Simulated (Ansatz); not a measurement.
**Where the states of MgI2 lie**

```
Mg I
1.0
     4.20733    0.00000    0.00000
    -2.10366    3.64365    0.00000
     0.00000    0.00000    7.84975
Mg I
1 2
Direct
  0.00000 0.00000 0.00000
  0.33333 0.66667 0.21319
  0.66667 0.33333 0.78681
```

The cell was built from the CdI2 type and relaxed in the same program, and has space group P-3m1; it needn't be a known or the stable phase.

No spin–orbit coupling, which matters for the heavy atoms here.

Computed with DFT, PBE, all-electron LAPW, scalar-relativistic in Ansatz 0.2.0.

The runs use a Γ-centred 10×10×5 k mesh, Fermi–Dirac smearing of 0.05 eV, basis error target 1 meV/atom, no spin polarisation.

States per eV and cell, averaged over 0.4 eV, from -3.4 to 5.6 eV, with energies (bin centres) from the valence-band top; empty bins are left out. The partial columns, the largest 3 alone, are projections on Löwdin-orthogonalised atomic shells (those that the program's projection atoms carry: the occupied ones and, for some elements, an empty d or f shell; other empty shells have no column), summed over atoms of an element. Weights on diffuse s and p shells depend on that basis and aren't pure angular character.

```json
{"E (eV)": "-3.3", "total": "1.70", "I 5p": "1.23", "Mg 3s": "0.43", "I 5s": "0.03"}
{"E (eV)": "-2.9", "total": "3.46", "I 5p": "2.54", "Mg 3s": "0.71", "I 5s": "0.17"}
{"E (eV)": "-2.5", "total": "2.81", "I 5p": "2.71", "Mg 3s": "0.00", "I 5s": "0.01"}
{"E (eV)": "-2.1", "total": "1.52", "I 5p": "1.45", "Mg 3s": "0.01", "I 5s": "0.00"}
{"E (eV)": "-1.7", "total": "2.57", "I 5p": "2.47", "Mg 3s": "0.02", "I 5s": "0.00"}
{"E (eV)": "-1.3", "total": "4.38", "I 5p": "4.22", "Mg 3s": "0.02", "I 5s": "0.01"}
{"E (eV)": "-0.9", "total": "4.08", "I 5p": "3.98", "Mg 3s": "0.02", "I 5s": "0.01"}
{"E (eV)": "-0.5", "total": "8.10", "I 5p": "7.99", "Mg 3s": "0.01", "I 5s": "0.01"}
{"E (eV)": "-0.1", "total": "1.38", "I 5p": "1.36", "Mg 3s": "0.00", "I 5s": "0.00"}
{"E (eV)": "3.5", "total": "0.07", "I 5p": "0.02", "Mg 3s": "0.04", "I 5s": "0.00"}
{"E (eV)": "3.9", "total": "1.18", "I 5p": "0.27", "Mg 3s": "0.65", "I 5s": "0.02"}
{"E (eV)": "4.3", "total": "2.53", "I 5p": "0.64", "Mg 3s": "1.34", "I 5s": "0.07"}
{"E (eV)": "4.7", "total": "1.21", "I 5p": "0.30", "Mg 3s": "0.61", "I 5s": "0.07"}
{"E (eV)": "5.1", "total": "0.20", "I 5p": "0.00", "Mg 3s": "0.00", "I 5s": "0.00"}
{"E (eV)": "5.5", "total": "2.04", "I 5p": "0.05", "Mg 3s": "0.08", "I 5s": "0.01"}
```

(1) Which of the resolved shells contributes most in the top eV of the valence band?

Answers

(1) I 5p, with 98 % of all states there; Mg 3s follows with 0 %.
